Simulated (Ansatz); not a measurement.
Theory: Ansatz, DFT PBE, scalar-relativistic, plane waves, PAW. All cells share a 420 eV cutoff and Γ-centred k meshes spaced at most about 0.3 Å⁻¹ (about 0.25 or finer for metals, 2π included). Collinear spin in cells that started with moments and kept them past the coarse steps, no spin elsewhere.

These are static total energies at zero pressure.

Two forms of ZrCl₅ were relaxed alike.

A. (site moments Cl 0.9 μB) Space group P-43m (No. 215), cubic, a = 6.824 Å. Around Zr lie 4 Cl at 2.33 Å; Cl on a site of symmetry 3m has 1 Zr at 2.33 Å and 1 Cl at 3.58 Å; Cl on a site of symmetry -43m has 4 Cl at 3.58 Å (long against the sum of covalent radii).

B. (site moments Cl 0.8 μB) Space group P-6m2 (No. 187), hexagonal, a = 8.167 Å, c = 5.140 Å. Zr has 3 Cl at 2.34 Å and 2 Cl at 2.57 Å; Cl on a site of symmetry mm2 has 1 Zr at 2.34 Å and 4 Cl at 3.47–3.50 Å; around Cl on a site of symmetry -6m2 lie 6 Cl at 3.50 Å (long against the sum of covalent radii); Cl on a second site of symmetry -6m2 has 2 Zr at 2.57 Å.

Question: Which is lower in energy, and by how much?

Answer: They are level within the accuracy (3 meV/atom apart, with A the lower in these runs). A has space group P-43m (No. 215), 53.0 Å³/atom and no gap on its mesh; B has space group P-6m2 (No. 187), 49.5 Å³/atom and a gap of 0.14 eV. Counting Cl atoms around Zr (those within 1.25 times the shortest such distance or 1.15 times the sum of covalent radii, 1.27 where that leaves under three; a plus sign parts nearer from farther groups), A has Zr 4 and B has Zr 3+2. Both come from invented guesses.

The k mesh leaves some 4 meV/atom of noise in the energy of each metallic cell. Weakly bound directions are ill-defined at this level, which has no dispersion term (P-43m, P-6m2), and this can change margins and order among such cells. Kohn–Sham gaps at this level usually fall short of measured ones. The magnetic state reached may not be the lowest. Cells relaxed within their symmetry can be saddle points. Some types were kept out of the candidates beforehand, so the set may lack a known form.
